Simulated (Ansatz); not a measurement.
All numbers below come from Ansatz, DFT PBE, scalar-relativistic, plane waves, PAW. All cells share a 420 eV cutoff and Γ-centred k meshes spaced at most about 0.3 Å⁻¹ (about 0.25 or finer for metals, 2π included). No spin polarisation in the final relaxations.

Each of these unrelaxed guesses is relaxed in cell and atoms within its symmetry. A guess keeps its type if space group and coordination stay and the shape of the cell changes little (axis ratios within about 15 %, angles within 6°); the volume may change.

1. BaCaBr4

```
Ba Ca Br
1.0
     0.00000    4.46591    4.46591
     4.46591    0.00000    4.46591
     4.46591    4.46591    0.00000
Ba Ca Br
1 1 4
Direct
  0.00000 0.00000 0.00000
  0.75000 0.75000 0.75000
  0.87355 0.37548 0.37548
  0.37548 0.37548 0.37548
  0.37548 0.87355 0.37548
  0.37548 0.37548 0.87355
```

2. WS2F

```
W S F
1.0
     4.05425    0.00000    0.00000
    -2.02712    3.51108    0.00000
     0.00000    0.00000    6.25742
W S F
1 2 1
Direct
  0.00000 0.00000 0.50000
  0.00000 0.00000 0.80849
  0.00000 0.00000 0.19151
  0.00000 0.00000 0.00000
```

3. ZrB6

```
Zr B
1.0
     3.42586    0.00000    0.00000
    -1.71293    2.96689    0.00000
     0.00000    0.00000    3.88401
Zr B
1 6
Direct
  0.00000 0.00000 0.00000
  0.16970 0.33939 0.00000
  0.66061 0.83030 0.00000
  0.16970 0.83030 0.00000
  0.83030 0.66061 0.00000
  0.33939 0.16970 0.00000
  0.83030 0.16970 0.00000
```

4. Nb3C4

```
Nb C
1.0
     3.81923    0.00000    0.00000
     0.00000    3.81923    0.00000
     0.00000    0.00000    3.81923
Nb C
3 4
Direct
  0.00000 0.50000 0.50000
  0.50000 0.00000 0.50000
  0.50000 0.50000 0.00000
  0.50000 0.00000 0.00000
  0.00000 0.50000 0.00000
  0.00000 0.00000 0.50000
  0.00000 0.00000 0.00000
```

5. B4Cl3

```
B Cl
1.0
     4.01979    0.00000    0.00000
    -2.00989    3.48124    0.00000
     0.00000    0.00000    9.23497
B Cl
4 3
Direct
  0.33333 0.66667 0.71612
  0.33333 0.66667 0.28388
  0.66667 0.33333 0.28388
  0.66667 0.33333 0.71612
  0.33333 0.66667 0.00000
  0.66667 0.33333 0.00000
  0.00000 0.00000 0.00000
```

6. Ca2SnF6

```
Ca Sn F
1.0
     0.00000    3.97097    3.97097
     3.97097    0.00000    3.97097
     3.97097    3.97097    0.00000
Ca Sn F
2 1 6
Direct
  0.25000 0.25000 0.25000
  0.75000 0.75000 0.75000
  0.00000 0.00000 0.00000
  0.75000 0.25000 0.25000
  0.25000 0.75000 0.75000
  0.25000 0.75000 0.25000
  0.75000 0.25000 0.75000
  0.25000 0.25000 0.75000
  0.75000 0.75000 0.25000
```

**Question.** Which keep their type?

**Answer.** Guesses 1, 4 and 6 keep their type.

```
guess  kept  start group  end group  V start (Å³/atom)  V end  b/a and c/a, end over start  nearest neighbours start  nearest neighbours end
    1   yes        F-43m      F-43m               29.7   34.0                   1.00, 1.00        Ba 16, Br 6, Ca 16      Ba 16, Br 6, Ca 16
    2    no       P6/mmm     P6/mmm               22.3   18.1                   1.00, 1.80             F 2, S 1, W 2           F 2, S 2, W 2
    3    no       P6/mmm     P6/mmm                5.6   11.7                   1.00, 0.50                 B 3, Zr 6               B 2, Zr 6
    4   yes        Pm-3m      Pm-3m                8.0   12.1                   1.00, 1.00                 C 6, Nb 4               C 6, Nb 4
    5    no       P6/mmm     P6/mmm               18.5   18.4                   1.00, 0.41               B 4, Cl 6/8             B 1, Cl 2/6
    6   yes        Fm-3m      Fm-3m               13.9   15.7                   1.00, 1.00          Ca 12, F 1, Sn 6        Ca 12, F 1, Sn 6
```

Neighbours count within 15 % of an atom's shortest distance; end groups are read at 0.02 Å (0.05 Å in metals).

Weakly bound directions are ill-defined at this level, which has no dispersion term (B4Cl3 P6/mmm). Spin–orbit coupling, which can matter for W, is left out. In WS2F P6/mmm, B4Cl3 P6/mmm an odd number of electrons in the primitive cell allows no gap without spin; a larger cell or a magnetic state could open one. A magnetic state wasn't ruled out in cells without spin, among them BaCaBr4 F-43m, WS2F P6/mmm, Nb3C4 Pm-3m, B4Cl3 P6/mmm. Cells relaxed within their symmetry can be saddle points.

In counts of neighbours, a slash parts the counts of unlike sites.
